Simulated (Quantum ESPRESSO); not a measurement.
```
CELL_PARAMETERS angstrom
      3.31516     0.00000     0.00000
     -1.65758     2.87101     0.00000
      0.00000     0.00000    15.80000
ATOMIC_POSITIONS crystal
  S  0.33333 0.66667 0.91019
  S  0.66667 0.33333 0.08981
  Ti 0.00000 0.00000 0.00000
```

The layer was cut from Materials Project entry mp-1062030 and relaxed with LDA in a cell 15.8 Å high, with the Coulomb interaction truncated along z.

Question: What does LDA (pw.x of Quantum ESPRESSO, ONCV potentials, no spin-orbit coupling) give for the electronic structure near the Fermi level?

Answer: At this level the gap is closed or nearly so: along the path the highest valence and lowest conduction bands touch, or overlap by less than 0.6 eV, a zero-gap or semimetallic result; the valence top lies at Γ, the conduction bottom at M, 0.27 eV lower. Semilocal functionals close the gaps of some narrow-gap semiconductors, so this alone doesn't show that the compound has none.
